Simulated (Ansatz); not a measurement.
**AlPt: a sublattice moved along a line**

Theory: Ansatz, DFT PBEsol, scalar-relativistic, plane waves, PAW. Settings: plane waves to 420 eV, k-mesh 16×16×16 (Γ-centred), Gaussian smearing 0.15 eV. Spin–orbit coupling is left out, which can shift energies with elements as heavy as these. No spin polarisation. Energies are free energies at this smearing, counted from the undisturbed cell; pressure is positive in compression.

The undisturbed cell (as given, not relaxed at this level; it stands at -5.7 GPa, and it needn't be the usual structure):

```
CELL_PARAMETERS angstrom
3.09155 0.00000 0.00000
0.00000 3.09155 0.00000
0.00000 0.00000 3.09155
ATOMIC_POSITIONS crystal
Al 0.00000 0.00000 0.00000
Pt 0.50000 0.50000 0.50000
```

Every Al atom is moved by x along the Cartesian unit vector (-1.000, 0.000, 0.000); the cell and all other atoms stay fixed. The cell is metallic on the mesh throughout.

```
  x (Å)  ΔE (meV/cell)
-0.5000          485.5
-0.2500          115.0
 0.0000            0.0
 0.1250           28.2
 0.3125          181.9
 0.3750          265.6
 0.4375          366.6
```

Problem. Predict the force along x on the moved atoms (eV/Å) at each point.

Solution.
```tsv
x (Å)	force along x on the moved atoms (eV/Å)
-0.5000	2.05
-0.2500	0.94
0.0000	0.00
0.1250	-0.45
0.3125	-1.20
0.3750	-1.48
0.4375	-1.76
```